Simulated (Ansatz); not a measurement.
Cu Kα1 powder pattern (kinematic, no thermal factors).
```json
{"2θ (°)": "13.42", "relative intensity": "1"}
{"2θ (°)": "15.02", "relative intensity": "5"}
{"2θ (°)": "19.03", "relative intensity": "2"}
{"2θ (°)": "23.36", "relative intensity": "100"}
{"2θ (°)": "24.33", "relative intensity": "2"}
{"2θ (°)": "27.04", "relative intensity": "1"}
{"2θ (°)": "30.30", "relative intensity": "1"}
{"2θ (°)": "31.07", "relative intensity": "2"}
{"2θ (°)": "36.69", "relative intensity": "2"}
{"2θ (°)": "38.61", "relative intensity": "78"}
{"2θ (°)": "45.62", "relative intensity": "33"}
{"2θ (°)": "45.62", "relative intensity": "16"}
{"2θ (°)": "55.74", "relative intensity": "9"}
{"2θ (°)": "55.75", "relative intensity": "4"}
{"2θ (°)": "61.26", "relative intensity": "7"}
{"2θ (°)": "61.26", "relative intensity": "13"}
{"2θ (°)": "69.86", "relative intensity": "17"}
{"2θ (°)": "69.86", "relative intensity": "9"}
{"2θ (°)": "74.79", "relative intensity": "7"}
{"2θ (°)": "74.79", "relative intensity": "4"}
{"2θ (°)": "74.79", "relative intensity": "4"}
{"2θ (°)": "82.78", "relative intensity": "3"}
{"2θ (°)": "82.78", "relative intensity": "5"}
{"2θ (°)": "87.49", "relative intensity": "5"}
{"2θ (°)": "87.49", "relative intensity": "5"}
{"2θ (°)": "87.49", "relative intensity": "5"}
```

The pattern is computed from a structure relaxed with DFT PBE, scalar-relativistic, plane waves, PAW in Ansatz. No spin polarisation. Its elements are Cd, Mg, Te.

Problem. Give the structure.

Solution. MgCd₃Te₄.
Space group I-42m (No. 121). a = 6.591 Å, b = 6.591 Å, c = 13.181 Å, α = 90.00°, β = 90.00°, γ = 90.00°
```tsv
atom	site	symmetry	x	y	z
Mg	2a	-42m	0.0000	0.0000	0.0000
Cd	4d	-4..	0.0000	0.5000	0.2500
Cd	2b	-42m	0.5000	0.5000	0.0000
Te	8i	..m	0.2470	0.7530	0.1236
```

A pattern alone doesn't exclude other cells with like lines; this is the one computed.

The cell was found from a structure generator's guess, not taken from experiment.
